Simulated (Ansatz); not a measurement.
Ga3PN2, ordered on the zincblende lattice (Imm2) with 6 atoms a cell: a relaxation of cell and atoms in Ansatz (PBE). The starting cell was estimated from covalent radii.

```yaml
crystal:
  lattice:
    - [-1.6042524822, 4.8127574466, 2.2687556178]
    - [1.6042524822, -4.8127574466, 2.2687556178]
    - [1.6042524822, 4.8127574466, -2.2687556178]
  atoms:
    - { symbol: "N", position: [0.3333333333, 0.0, 0.3333333333] }
    - { symbol: Ga, position: [0.5833333333, 0.75, 0.8333333333] }
    - { symbol: "N", position: [0.6666666667, 0.0, 0.6666666667] }
    - { symbol: Ga, position: [0.9166666667, 0.75, 0.1666666667] }
    - { symbol: P, position: [0.0, 0.0, 0.0] }
    - { symbol: Ga, position: [0.25, 0.75, 0.5] }
kpoints:
  mp_grid: { grid: [8, 8, 8] }
hamiltonian:
  xc: pbe
scf:
  occupations: { method: fermi_dirac, width: 0.02 }
relax:
  f_tol: 0.005
  cell: {}
```

In the abridged output below, numbers in square brackets stand for lines, or ends of lines, that were taken out.
```
Pseudopotential: N, paw, valence charge 5, recommended cutoff 420 eV (normal)
Pseudopotential: Ga, paw, valence charge 13, recommended cutoff 420 eV (normal)
Pseudopotential: P, paw, valence charge 5, recommended cutoff 420 eV (normal)
Functional definition: PBE
Crystal: 6 atoms, lattice volume = 70.067 Å³
Basis set: ecut = 420 eV, 1371 PW (Γ), FFT grids on a1+a2, a2+a3, a3
Bands: 33, of which v1, the nominal top of the filled ones, is band 27 counted from 1 (26 counted from 0)
Symmetry: 4 space group operations
Space group: Imm2 (ITA 44)
k-points: 95 of 512 (time reversal used)
preconditioner: auto → Resta (q_TF=auto, 2.612 Å⁻¹)  ε∞=5.0  [σ=0.020 eV  ℏωp=32.6 eV]
relax step 1: F+E_penalty+E_count = -12870.13961769 eV  max|allowed force component| = 7.874e0 eV/Å  Δτ_max = 0.0000 Å  P = +52.227 GPa  Ω = 70.067 Å³
--- Relaxed structure (8 steps of the walk, 8 accepted, 2 SCFs on fresh bases) ---
[1]
```

Problem. Give the withheld lines. They hold the relaxed structure.

Solution.
```
[1]
  F+E_penalty+E_count = -12874.42805008 eV   max|allowed force component| = 3.071e-3 eV/Å
  cell:  # Å, volume = 86.2345 Å³
    - [-1.718207, 5.176629, 2.423809]
    - [1.718207, -5.176629, 2.423809]
    - [1.718207, 5.176629, -2.423809]
  atoms:
    - { symbol: N, position: [0.326910, -0.000991, 0.327902] }
    - { symbol: Ga, position: [0.536475, 0.722710, 0.813766] }
    - { symbol: N, position: [0.671107, -0.000991, 0.672098] }
    - { symbol: Ga, position: [0.908944, 0.722710, 0.186234] }
    - { symbol: P, position: [-0.003316, -0.003316, 0.000000] }
    - { symbol: Ga, position: [0.309878, 0.809878, 0.500000] }
```
The trailing digits, and the zero of the energies, depend on the potentials and thresholds.

In 8 steps the volume changed by +23.1 %; between the first SCF and the last, each on a basis chosen for its cell, the energy fell by 715 meV an atom. At the end: the symmetry is Imm2 (No. 44, orthorhombic); conventional cell a = 3.436 Å, b = 10.353 Å, c = 4.848 Å, 14.37 Å³ an atom. N has 4 Ga at 1.99–2.04 Å; Ga has 3 N at 1.99–2.04 Å and 1 P at 2.34 Å; P has 4 Ga at 2.29–2.34 Å; Ga has 2 N at 2.00 Å and 2 P at 2.29 Å.

Run as `ansatz run input.yaml --threads 4 --pin off --max-ram 6451MiB --backend cpu --events-out ev --progress --plain --runs-dir out`.

Problem. What wall time did it need on 4 threads of Intel(R) Xeon(R) Platinum 8375C CPU @ 2.90GHz (Ice Lake), on a shared host, load about 0.7 per core, and how much host memory at the peak?

Solution. About 64 s, with a peak of 0.57 GiB.

These are computed values for a spin-unpolarised cell that may be hypothetical; none is a measurement.
